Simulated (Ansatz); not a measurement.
Polymorphs of TiTe2, each relaxed with r²SCAN+D4 (plane waves, PAW; program Ansatz):

A: CdI2 type (P-3m1)
a = b = 3.7929 Å, c = 6.6468 Å, α = β = 90.00°, γ = 120.00°

```
atom  site  symmetry       x       y       z
----  ----  --------  ------  ------  ------
Ti      1a      -3m.  0.0000  0.0000  0.0000
Te      2d       3m.  0.3333  0.6667  0.2545
```

B: R3m
a = 3.762 Å, b = 3.762 Å, c = 20.737 Å, α = 90.00°, β = 90.00°, γ = 120.00°

```json
[
 {"atom": "Ti", "site": "3a", "symmetry": "3m", "x": "0.0000", "y": "0.0000", "z": "0.0002"},
 {"atom": "Te", "site": "3a", "symmetry": "3m", "x": "0.0000", "y": "0.0000", "z": "0.7511"},
 {"atom": "Te", "site": "3a", "symmetry": "3m", "x": "0.0000", "y": "0.0000", "z": "0.5820"}
]
```

**Question.** Order them by energy per atom at 0 K (lowest first) at the level r²SCAN+D4.

**Answer.** A (+0 meV/atom), B (+106 meV/atom)

Constructed cells (a structure type filled with these elements, in neither database checked): B. All cells were relaxed under the symmetry of their starts (and spin orders); stability against distortions was not tested throughout. Rows with no word on spin ran without spin polarisation. Spin–orbit coupling is left out wherever it is not named.

Energies hold the estimated change up to a 700 eV cutoff; steps of a few meV lie near the error of the meshes.

Potentials: the later of the program's two PAW sets.
